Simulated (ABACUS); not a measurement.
Input and output of a self-consistent single point for Bi₂Se₃ (R-3m, 5 atoms in the cell; from Materials Project mp-541837, changed as shown) (ABACUS).

All values come from this method and carry its errors: PBE, numerical atomic orbitals TZP (confined pseudo-atomic orbitals with Gaussian additions; energy shift 0.01 Ry), PseudoDojo 0.5 standard norm-conserving PBE (tails mended) pseudopotentials (ABACUS 3.10.1).

The change in words: volume scaled by 0.96. Reference geometry (R-3m):
```
Bi2Se3
1.0
    2.09569     1.20994     9.97623
   -2.09569     1.20994     9.97623
    0.00000    -2.41989     9.97623
Bi Se
2 3
Cartesian
  0.00000   0.00000  11.92479
  0.00000   0.00000  18.00390
  0.00000   0.00000   0.00000
  0.00000   0.00000   6.45613
  0.00000   0.00000  23.47256
```

Reference input (self-consistent single point, DFT, PBE, numerical atomic orbitals TZP (confined pseudo-atomic orbitals with Gaussian additions; energy shift 0.01 Ry), PseudoDojo 0.5 standard norm-conserving PBE (tails mended) pseudopotentials): basis = TZP numerical atomic orbitals, energy shift 0.01 Ry; KPT = Gamma 4 4 4 0 0 0; basis_type = lcao; ecutwfc = 100 Ry; smearing_method = gaussian; smearing_sigma = 0.000734986 Ry; potentials = PseudoDojo 0.5 standard norm-conserving PBE (tails mended); symmetry = 1; ks_solver = genelpa; scf_nmax = 100; scf_thr = 1.0e-07; mixing_type = broyden. This run's input differs from it in these lines:

```diff
@@ -29,8 +29,8 @@
 LATTICE_CONSTANT
-19.399033
+19.136855
 
 LATTICE_VECTORS
-   0.2041478404    0.1178647815    0.9718186704
-  -0.2041478404    0.1178647815    0.9718186704
-   0.0000000000   -0.2357296604    0.9718186704
+   0.2041478592    0.1178648208    0.9718186490
+  -0.2041478592    0.1178648208    0.9718186490
+   0.0000000000   -0.2357296415    0.9718186490
 
@@ -42,4 +42,4 @@
 2
-   0.0000000000   -0.0000007529   22.5345819848 1 1 1
-   0.0000000000   -0.0000011368   34.0224453840 1 1 1
+   0.0000000000   -0.0000000000   22.2300265411 1 1 1
+   0.0000000000    0.0000000000   33.5626311768 1 1 1
 
@@ -49,4 +49,4 @@
    0.0000000000    0.0000000000    0.0000000000 1 1 1
-   0.0000000000   -0.0000004076   12.2003122729 1 1 1
-  -0.0000000000   -0.0000014821   44.3567150959 1 1 1
+  -0.0000000000   -0.0000000000   12.0354247449 1 1 1
+   0.0000000000   -0.0000000000   43.7572329729 1 1 1
 # file: KPT
```

Output, abridged:

```
 SELF-CONSISTENT
 -------------------------------------------

                  longest orb rcut (Bohr) = 7.1
   longest nonlocal projector rcut (Bohr) = 2.54
                     search radius (Bohr) = 19.3

                          real space grid = [ 125, 125, 125 ]
                                 init_chg = atomic

 LCAO ALGORITHM --------------- ION=   1  ELEC=   1--------------------------------

 Density error is 0.0432366345769
 E_KohnSham     -1054.6424436752     -14349.1465866271
 E_Fermi        0.6816350045         9.2741200179

 LCAO ALGORITHM --------------- ION=   1  ELEC=   2--------------------------------

   [... lines left out ...]

   [... 8 blocks of this kind left out ...]

 LCAO ALGORITHM --------------- ION=   1  ELEC=  11--------------------------------

 Density error is 2.24213488323e-07
 E_KohnSham     -1054.6736850153     -14349.5716468653
 E_Fermi        0.6855745066         9.3277196926

 LCAO ALGORITHM --------------- ION=   1  ELEC=  12--------------------------------

 Density error is 7.14726696547e-08
 E_KohnSham     -1054.6736850153     -14349.5716468650
 E_KS(sigma->0) -1054.6736850153     -14349.5716468650
 E_entropy(-TS) -0.0000000000        -0.0000000000
 E_Fermi        0.6855745350         9.3277200798
 charge density convergence is achieved
 final etot is -14349.571647 eV
 EFERMI = 9.3277200798 eV

 STATE ENERGY(eV) AND OCCUPATIONS    NSPIN == 1
   [... 46 lines left out ...]

 TOTAL-FORCE (eV/Angstrom)
                       Bi1         0.0000000000         0.0000000000        -0.1761648551
                       Bi2         0.0000000000         0.0000000000         0.1761648551
                       Se1         0.0000000000         0.0000000000         0.0000000000
                       Se2         0.0000000000         0.0000000000        -0.3205194759
                       Se3         0.0000000000         0.0000000000         0.3205194759

 TOTAL-STRESS (KBAR)
        10.6980258868         0.0000000000         0.0000000000
         0.0000000000        10.6980260133        -0.0000000004
        -0.0000000000        -0.0000000004         9.4418989562
 TOTAL-PRESSURE: 10.279317 KBAR

 --------------------------------------------
 !FINAL_ETOT_IS -14349.5716468649898161 eV
 --------------------------------------------
```

The run converged in 12 iterations. Against the reference run the free energy goes down by 2.1 meV/atom, the pressure goes from -1.50 to 1.03 GPa, the largest force goes from under 0.1 to 0.32 eV/Å and the gap on the mesh hardly changes (0.463 to 0.458 eV).

Spin-orbit coupling is left out, which matters for bands and gaps with elements this heavy. The atom-centred basis is finite, which shifts total energies, pressures, gaps and forces against plane waves. The structure comes from a collection of computed structures, made at another level of theory; the collection holds predicted forms beside known ones.

Cost on one core: very roughly 3 core-minutes.

The atomic orbitals were generated for these runs; they are not ABACUS's published sets and were checked against plane waves on a few crystals only.

“Tails mended”: in these copies of the files the far tail of each local potential was reset to the Coulomb form.
